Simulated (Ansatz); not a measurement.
Y (dhcp): energy against volume

Computed with DFT, RPBE, plane waves (420 eV) with PAW, scalar-relativistic in Ansatz. The PAW files were generated under PBE, with cores re-solved for the functional.

The cell is scaled uniformly from the relaxed one, with fractional coordinates and shape fixed. Energies are extrapolated to zero smearing, pressures are those at the given smearing. Magnetic state: spin not included.

A Birch-Murnaghan fit gives V₀ = 33.77 Å³/atom, B₀ = 36 GPa, B₀′ = 3.1.

(1) What are the energy above the minimum and the pressure at 31.264 Å³/atom?

(2) What are the energy above the minimum and the pressure at 36.701 Å³/atom?

(3) What are the energy above the minimum and the pressure at 38.061 Å³/atom?

Results:

(1) 23.3 meV/atom and 3.38 GPa as computed.

(2) 25.7 meV/atom and -2.46 GPa as computed.

(3) 52.3 meV/atom and -3.42 GPa as computed.
